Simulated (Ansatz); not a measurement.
Consider the following.

CuI:
```
CuI
1.0
    4.16699     0.00000     0.00000
   -2.08350     3.60872     0.00000
    0.00000     0.00000     9.64245
Cu I
3 3
Direct
  0.49987   0.49987   0.50000
  0.50013   0.00000   0.83333
  0.00000   0.50013   0.16667
  0.49997   0.49997   0.00000
  0.50003   0.00000   0.33333
  0.00000   0.50003   0.66667
```

This is the PBE+D3(BJ)-relaxed structure.

All from PBE+D3(BJ) (plane waves, PAW; program Ansatz), unless another level is named. Give the hole effective mass.

0.35, 0.35, 0.62 mₑ (principal values).

Predict the band gap.

0.69 eV (indirect).

What about the formation energy from the elements (no fitted shifts)?

0.030 eV/atom.

Next, the weight of the conduction-edge state by species (Voronoi cells)?

Cu 67 %, I 33 %.

Next, the weight of the valence-edge state by species (Voronoi cells)?

Cu 58 %, I 42 %.

Give the valence-band maximum.

at A.

Space group P6_422. The start of the workflow was typed in or built on a structure type; neither database checked (COD, Materials Project) lists it. It is not the phase usual at ambient conditions (space group No. 216). The cell was relaxed with PBE+D3(BJ) under the symmetry of its start; whether a distortion lowers the energy is not shown. The workflow began spin-polarised and lost its moments. The volume moved by -32 % from the start of the relaxation. The references are the lowest solids computed at this level, not always the standard phases. Scalar-relativistic: spin–orbit coupling is off unless named, which matters more the heavier the elements.

Potentials: the earlier of the program's two PAW sets.
